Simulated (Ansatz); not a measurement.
**Magnetic orders of HgF₃**

Theory: DFT PBE, scalar-relativistic, plane waves, PAW (Ansatz 0.2.0).

```yaml
crystal:
  lattice:
    - [0.00000, 2.86317, 2.86317]
    - [2.86317, 0.00000, 2.86317]
    - [2.86317, 2.86317, 0.00000]
  atoms:
    - { symbol: Hg, position: [0.00000, 0.00000, 0.00000] }
    - { symbol: F, position: [0.25000, 0.25000, 0.25000] }
    - { symbol: F, position: [0.75000, 0.75000, 0.75000] }
    - { symbol: F, position: [0.50000, 0.50000, 0.50000] }
```

- plane-wave cutoff: 420 eV
- Γ-centred k-mesh: 12×12×12
- occupation rule: Gaussian smearing, 0.1 eV
- list of starting moments (μB, in atom order): 0 0 0 1
- check for lower electronic states after the SCF: off

Each order was relaxed in cell and atoms. A propagation vector, in units of the reciprocal vectors, doubles the cell, which takes an equally dense mesh. Site moments are spin moments in atom-centred spheres that scale with the neighbour distance. The states are those that the runs reached from these starts; a lower one can exist.

Problem. Starts tried: no spin; ferromagnetic; antiferromagnetic, doubled cell, propagation vector (0, 1/2, 1/2). Which state comes out lowest, and what are the moments?

Solution. The lowest state is ferromagnetic, reached from the start “ferromagnetic”, with site moments (μB) Hg +0.06, F +0.22 (×2), F +0.53.

```tsv
start	ends	energy above lowest (meV/atom)	site moments (μB)	gap on mesh (eV)	volume (Å³/atom)
no spin	non-magnetic	25.6	none over 0.05	metal	11.90
ferromagnetic	ferromagnetic	0.00	Hg +0.06, F +0.22 (×2), F +0.53	metal	12.01
antiferromagnetic, doubled cell, propagation vector (0, 1/2, 1/2)	antiferromagnetic	10.1	F +0.52, F -0.52	metal	12.03
```

Cost: 3 runs of about 8.9 core-minutes in all, on Arm Neoverse V1 (shared hosts).